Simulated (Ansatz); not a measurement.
# What settings do to one calculation: chalcopyrite alloy of ZnGeP2 and ZnSnP2 (1 of 4 Ge sites exchanged), 16 atoms with displaced atoms

Ansatz (PAW, plane waves), atoms fixed. The base input:

```yaml
crystal:
  lattice:
    - [5.473578, -0.000063, -0.000018]
    - [-0.000063, 5.473578, -0.000018]
    - [-0.000035, -0.000035, 10.851636]
  atoms:
    - { symbol: Zn, position: [0.012046, 0.990940, 0.991765] }
    - { symbol: Zn, position: [0.009759, 0.496886, 0.251149] }
    - { symbol: Zn, position: [0.521622, 0.001955, 0.751881] }
    - { symbol: Zn, position: [0.526848, 0.520078, 0.497142] }
    - { symbol: Sn, position: [0.010513, 0.986669, 0.504503] }
    - { symbol: Ge, position: [0.507600, 0.028549, 0.250879] }
    - { symbol: Ge, position: [0.479202, 0.479282, 0.998910] }
    - { symbol: Ge, position: [0.992809, 0.513239, 0.743771] }
    - { symbol: P, position: [0.226899, 0.255308, 0.134342] }
    - { symbol: P, position: [0.245769, 0.257548, 0.626726] }
    - { symbol: P, position: [0.749458, 0.739943, 0.117057] }
    - { symbol: P, position: [0.742335, 0.273513, 0.363482] }
    - { symbol: P, position: [0.262310, 0.733983, 0.374369] }
    - { symbol: P, position: [0.237977, 0.749099, 0.877197] }
    - { symbol: P, position: [0.743998, 0.762750, 0.627659] }
    - { symbol: P, position: [0.753523, 0.242626, 0.877832] }
kpoints:
  mp_grid: { grid: [2, 2, 2], shift: [0.5, 0.5, 0.5] }
hamiltonian:
  xc: pbesol
scf:
  occupations: { method: fermi_dirac, width: 0.01 }
output:
  forces: true
  eigenvalues: true
  stress: true
  populations: true
  write_density: true
  write_potential: true
  elf: true
  volumetric_format: npy
```

Command:

```sh
ansatz run in.yaml --threads 8 --pin off --max-ram 13300MiB --runs-dir r --events-out ev --progress --plain
```

It converged in 9 iterations and 2.4 s of wall time on a shared host; largest force component 1.92 eV/Å, pressure 1.39 GPa. The cutoff was the default, 420 eV. The base isn't a converged reference: it has few k points, and its atoms are unrelaxed. Each run below changes the keys shown and caps the iterations.

| run | changed | ending | iterations | free energy less the base (meV per atom) | rms change of forces (eV/Å) | change of pressure (GPa) | wall time (s, shared host) |
| --- | --- | --- | --- | --- | --- | --- | --- |
| 1 | ecutrho_ratio 1, max_iter 80, k points the single k point (½, ½, ½) | converged | 9 | -527.9 | 0.728 | 24.19 | 0.9 CPU |
| 2 | initial_magnetization 4, max_iter 50, total_charge 6 | converged | 33 | other zero | 0.552 | 2.74 | 7.8 CPU |
| 3 | dispersion d4, max_iter 80 | converged | 9 | other zero | 0.002 | -1.48 | 1.8 CPU |
| 4 | width 0.2 eV, max_iter 60 | converged | 9 | -1.1 | 0.014 | 0.05 | 2 CPU |
| 5 | initial_magnetization 2, max_iter 50 | converged | 15 | 0.0 | 0.000 | 0.00 | 3.8 CPU |
| 6 | xc pbe, dr2_threshold 1e-12, max_iter 60 | converged | 15 | other zero | 0.059 | 3.20 | 2.6 CPU |

«Other zero»: another functional, charge or dispersion term moves the zero of energy, so the difference says nothing of accuracy.

Which changes leave the result alone, and which of the same physical model moves the forces most?

The forces move by under 0.002 eV/Å in run 5. Run 1 (ecutrho_ratio 1, max_iter 80, k points the single k point (½, ½, ½)) moves them most among the runs with the same functional, charge and dispersion term, by 0.728 eV/Å.
